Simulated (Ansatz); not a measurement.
Relaxed-ion elastic tensor of CsHgCl$_{3}$ (cubic perovskite, Pm-3m) in GPa (Voigt order), plane-wave PAW PBEsol (Ansatz code); density 4.99 g/cm³, 29.25 Å³ per atom.

```tsv
	1	2	3	4	5	6
1	55.6	23.5	23.5	0.0	0.0	0.0
2	23.5	55.6	23.5	0.0	0.0	0.0
3	23.5	23.5	55.6	0.0	0.0	0.0
4	0.0	0.0	0.0	9.9	0.0	0.0
5	0.0	0.0	0.0	0.0	9.9	0.0
6	0.0	0.0	0.0	0.0	0.0	9.9
```

**Question.** Is the crystal mechanically stable?

**Answer.** Yes: the smallest eigenvalue of C is 9.9 GPa.

**Question.** Work out the Voigt, Reuss and Hill averages.

**Answer.** K_V = 34.2, K_R = 34.2, K_H = 34.2; G_V = 12.3, G_R = 11.7, G_H = 12.0 GPa.

**Question.** Give Young's modulus, Poisson's ratio, Pugh's ratio and the universal anisotropy index.

**Answer.** E = 9KG/(3K + G) = 32.3 GPa; ν = 0.34; K/G = 2.85 (ductile by the Pugh limit of 1.75); A_U = 5G_V/G_R + K_V/K_R − 6 = 0.29.

**Question.** Estimate the sound speeds and the Debye temperature.

**Answer.** v_l = √((K + 4G/3)/ρ) = 3170 m/s, v_t = √(G/ρ) = 1550 m/s, mean 1740 m/s; Θ = (h/k)(3n/4πV)^(1/3) v_m = 168 K.

**Question.** Give the Zener ratio and Young's modulus along [100], [110] and [111].

**Answer.** A = 2C44/(C11 − C12) = 0.62; 1/E = S11 − 2(S11 − S12 − S44/2)Γ with Γ = 0, 1/4, 1/3 gives 41.6, 29.6, 27.0 GPa.

**Question.** Solve the Christoffel equation for the three sound speeds along [100], [110], [111].

**Answer.** Eigenvalues of C_ijkl n_j n_l equal ρv². In km/s, slowest first: [100] 1.41, 1.41, 3.34; [110] 1.41, 1.79, 3.15; [111] 1.67, 1.67, 3.08.

The workflow started from an entry of the Crystallography Open Database (COD), which files this formula under 2 space groups. Whether it is the stable phase at ambient conditions was not checked. The PBEsol relaxation kept the symmetry of its start; of distortions, only those at the zone centre were tested. As this level gives no gap, shear constants depend on the k-mesh and smearing (Fermi–Dirac, 0.1 eV here). Scalar-relativistic: spin–orbit coupling is off unless named, which matters more the heavier the elements.

Potentials: the later of the program's two PAW sets.
